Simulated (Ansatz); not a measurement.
CsPbCl$_{3}$ (cubic perovskite)

```
CsPbCl3
1.0
    5.73560     0.00000     0.00000
    0.00000     5.73560     0.00000
    0.00000     0.00000     5.73560
Cs Pb Cl
1 1 3
Direct
  0.00000   0.00000   0.00000
  0.50000   0.50000   0.50000
  0.00000   0.50000   0.50000
  0.50000   0.50000   0.00000
  0.50000   0.00000   0.50000
```

Two coordinates are scanned: the volume, and the ratio of the stretch along z (the conventional c axis) to the stretch across it. Atoms keep their fractional coordinates.

Calculation: PBE (plane waves to 420 eV, PAW, scalar-relativistic; Ansatz, a first-principles code). k mesh 6×6×6 (Γ-centred), Fermi-Dirac smearing 0.05 eV. The energy includes the smearing's −TS. CsPbCl3 was relaxed with its symmetry unable to fall. Spin-orbit coupling is left out, though Pb is heavy. This is a high-temperature form of CsPbCl3.

Changes of ΔE (kJ/mol of atoms) from the point V/V₀ = 1.000, (c/a)/(c/a)₀ = 1.000 when one coordinate moves alone (two changes are said to add if the coupling is within 5 % of the smaller one, nearly so within 20 %):

```
point                               change
----------------------------------  ------
V/V₀ = 1.000, (c/a)/(c/a)₀ = 0.920   2.400
V/V₀ = 1.000, (c/a)/(c/a)₀ = 0.960   0.544
V/V₀ = 0.920, (c/a)/(c/a)₀ = 1.000   1.858
V/V₀ = 0.960, (c/a)/(c/a)₀ = 1.000   0.429
V/V₀ = 1.040, (c/a)/(c/a)₀ = 1.000   0.369
V/V₀ = 1.080, (c/a)/(c/a)₀ = 1.000   1.372
V/V₀ = 1.000, (c/a)/(c/a)₀ = 1.040   0.457
V/V₀ = 1.000, (c/a)/(c/a)₀ = 1.080   1.692
```

### Question
What is the change at V/V₀ = 1.040, (c/a)/(c/a)₀ = 0.920, where both move, and how far is it from the sum?

### Answer
The sum of the single changes is 0.369 + (2.400) = 2.769; the calculation gives 2.462, so the coupling contributes -0.307 (over 20 % of the smaller single change, not additive).

### Question
What is the change at V/V₀ = 0.920, (c/a)/(c/a)₀ = 0.960, where both move, and how far is it from the sum?

### Answer
The sum of the single changes is 1.858 + (0.544) = 2.402; the calculation gives 2.574, so the coupling contributes 0.172 (over 20 % of the smaller single change, not additive).

### Question
Do the two effects add at V/V₀ = 1.040, (c/a)/(c/a)₀ = 0.960? Give the computed change.

### Answer
The sum of the single changes is 0.369 + (0.544) = 0.913; the calculation gives 0.841, so the coupling contributes -0.072 (under 20 % of the smaller single change, nearly additive).

(Under strain, the slope of the energy per volume gives the stress and its curvature an elastic modulus.)
